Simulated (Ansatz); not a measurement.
ScPt₃:
```
CELL_PARAMETERS angstrom
     -1.97171     1.97171     4.03089
      1.97171    -1.97171     4.03089
      1.97171     1.97171    -4.03089
ATOMIC_POSITIONS crystal
  Pt 0.50000 0.50000 0.00000
  Pt 0.75000 0.25000 0.50000
  Pt 0.25000 0.75000 0.50000
  Sc 0.00000 0.00000 0.00000
```

Relaxed with PBEsol. Special points in fractions of this cell's reciprocal vectors: Γ (0.000, 0.000, 0.000); X (0.000, 0.000, 0.500); P (0.250, 0.250, 0.250); N (0.000, 0.500, 0.000); M (0.500, 0.500, -0.500); S (0.310, 0.690, -0.310); S0 (-0.310, 0.310, 0.310); R (-0.120, 0.120, 0.500); G (0.500, 0.500, -0.120).

**Question.** List the band energies nearest the Fermi level at these points for DFT-PBEsol in the program Ansatz with PAW potentials.

**Answer.** In eV from the Fermi level; about four levels below and three above (degenerate sets whole), none deeper than 8.9 eV; points with the same levels are listed once.

```tsv
k	below	above
Γ	-1.62 -1.62 -1.49 -0.57	0.78 2.30 2.36
X	-1.48 -1.37 -0.69 -0.14	0.17 0.46 2.23
P	-1.58 -1.58 -0.61 -0.44	1.90 1.90 2.73 2.73
N	-1.85 -1.74 -1.64 -0.24	0.25 0.59 1.98
M	-0.50 -0.49 -0.49 -0.02	0.78 2.69 2.69
S	-1.53 -1.50 -0.59 -0.18	0.39 2.19 3.17
R	-0.82 -0.80 -0.62 -0.06	0.05 2.26 3.21
```

Space group I4/mmm. A made-up cell: these elements were put on the sites of a structure type; neither database checked (COD, Materials Project) lists it. COD files the formula under space group No. 221. Whether it is the stable phase at ambient conditions was not checked. Symmetry was held in the PBEsol relaxation; whether a distortion lowers the energy is not shown. No spin polarisation was allowed. Spin–orbit coupling is left out wherever it is not named.

Potentials: the earlier of the program's two PAW sets. The files were generated under PBE; for other functionals the program regenerates the frozen cores, and for LDA and PBEsol the local potential too.
